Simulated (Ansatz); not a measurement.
The cell below belongs to a search over invented structures; it isn't taken from experiment.

Input and command of a plane-wave DFT calculation in Ansatz:

```yaml
crystal:
  lattice:
    - [7.1849106961, 0.0, -0.0629632466]
    - [0.0, 4.1592215139, 0.0]
    - [-2.0808175709, 0.0, 9.5477931078]
  atoms:
    - { symbol: Rb, position: [0.7936115248, 0.75, 0.1661489937] }
    - { symbol: Rb, position: [0.2063884752, 0.25, 0.8338510063] }
    - { symbol: Rb, position: [0.3409904783, 0.25, 0.3297920258] }
    - { symbol: Rb, position: [0.6590095217, 0.75, 0.6702079742] }
    - { symbol: Ge, position: [0.1027173093, 0.75, 0.5251737157] }
    - { symbol: Ge, position: [0.8972826907, 0.25, 0.4748262843] }
basis:
  ecutwfc: 420
kpoints:
  mp_grid: { grid: [4, 8, 4] }
hamiltonian:
  xc: pbe
scf:
  occupations: { method: gaussian, width: 0.1 }
output:
  forces: true
  stress: true
  eigenvalues: true
relax:
  adjacent_minimum: "off"
  f_tol: 0.01
  max_steps: 30
  cell: { stress_tol: 0.1, fix: [volume] }
```

```bash
ansatz run input.yaml --threads 1 --pin off --max-ram 2560MiB --backend cpu --events-out ev --progress --plain --runs-dir out
```

Processor: Intel(R) Xeon(R) Platinum 8375C CPU @ 2.90GHz (Ice Lake), 1 thread, on a host shared with other jobs.

Problem. Estimate time, memory and problem size.

Solution. About 2.5 min, peak memory 0.79 GiB. It solves 39 bands at 50 k points (after reduction by symmetry) with about 5553 plane waves, in 45 SCF iterations over 6 ionic steps.
